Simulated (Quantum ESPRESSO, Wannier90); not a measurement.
# Tight-binding from DFT: In$_{2}$O$_{3}$ (corundum)

```
begin unit_cell_cart
ang
   -2.7581050016    4.7771779954    0.0000000000
   -5.5162100032    0.0000000000    0.0000000000
   -2.7581050016    1.5923926651    4.8636870000
end unit_cell_cart
begin atoms_frac
In  -0.1428800000 -0.1428800000  0.4286400000
In   0.1428800000  0.1428800000 -0.4286400000
In  -0.3571200000 -0.3571200000  0.0713600000
In   0.3571200000  0.3571200000 -0.0713600000
O    0.0464950000  0.4535050000 -0.2500000000
O   -0.0464950000 -0.4535050000  0.2500000000
O   -0.2500000000  0.0464950000 -0.2500000000
O    0.2500000000 -0.0464950000  0.2500000000
O    0.4535050000 -0.2500000000 -0.2500000000
O   -0.4535050000  0.2500000000  0.2500000000
end atoms_frac
```

Structure: Materials Project mp-22323, symmetrised, not relaxed again. COD (Crystallography Open Database) has the formula in 3 space groups, this one among them (matched by group alone). Level: PBEsol, no spin polarisation, no spin-orbit coupling; pw.x of Quantum ESPRESSO at 68 Ry with PseudoDojo potentials, 4×4×4 k-points, Wannier90. Density: 8×8×8 mesh, Gaussian smearing 0.01 Ry. Spin-orbit coupling is left out although heavy elements are present.

Bands 27-44 form an isolated set from -5.69 to 0.00 eV relative to the valence-band maximum (on the path) and are turned into 18 Wannier functions by minimising the spread from the start: atomic waves O 2p.

### Question
Where do the functions sit, how wide are they and what are they made of?

### Answer
```tsv
functions	spread (Å²)	nearest atom, distance (Å)	second atom, distance (Å)	weight on atomic waves
4	1.25	O 0.07	In 2.17	O 2p 83 %, In 5p 5 %
10	1.36	O 0.11	In 2.03	O 2p 79 %, In 5s 5 %, In 5p 5 %
2	1.23	O 0.07	In 2.17	O 2p 84 %, In 5p 5 %, In 5s 4 %
2	1.37	O 0.02	In 2.14	O 2p 80 %, In 5p 5 %
```

Ω_I = 23.24 Å², Ω_total = 23.80 Å²; the interpolated bands follow pw.x to 6.6 meV rms on the path. Only this start was tried; a symmetric start can stop on a saddle, and mixtures of these functions could lower the total by at most Ω_total − Ω_I.
